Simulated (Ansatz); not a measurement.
BP (zinc blende)

```
BP
1.0
    0.00000     4.54829     4.54829
    2.27414     2.27414     4.54829
    2.27414     2.27414     0.00000
P B
2 2
Direct
  0.00000   0.75000   0.75000
  0.50000   0.75000   0.75000
  0.00000   0.00000   0.00000
  0.50000   0.00000   0.00000
```

A phonon eigenvector at X = (0.5, 0.5, 0.0) is frozen into this cell: atom i moves by Q times the vector below, so Q is the largest atomic displacement, in Å. The cell is held. (q is in reciprocal vectors of the primitive cell; the cell shown is doubled to hold the pattern.)

| atom | x | y | z |
|---|---|---|---|
| P1 | 0.000 | 0.000 | 1.000 |
| P2 | 0.000 | 0.000 | -1.000 |

Atoms not listed stay in place.

Level of theory: PBE (plane waves to 420 eV, PAW, scalar-relativistic; Ansatz, an electronic-structure program). k mesh 12×12×12 (Γ-centred), Fermi-Dirac smearing 0.05 eV. The energy includes the smearing's −TS. BP was relaxed with its symmetry unable to fall. The PAW data are Ansatz's earlier set. The zero of ΔE is the undisplaced structure.

| Q (Å) | ΔE (meV/cell) |
|---|---|
| -0.180 | 1001 |
| -0.120 | 449 |
| -0.060 | 113 |
| 0.000 | 0 |
| 0.060 | 113 |
| 0.120 | 449 |
| 0.180 | 1001 |

Which DFPT wavenumber at X = (0.5, 0.5, 0.0) belongs to this mode?
A) 701 cm⁻¹
B) 525 cm⁻¹
C) 781 cm⁻¹
D) 313 cm⁻¹

B, 525 cm⁻¹. The curvature of the scan gives 525 cm⁻¹

(For displaced atoms, the force is minus the slope of the energy, and its curvature is a force constant, which sets phonon frequencies.)
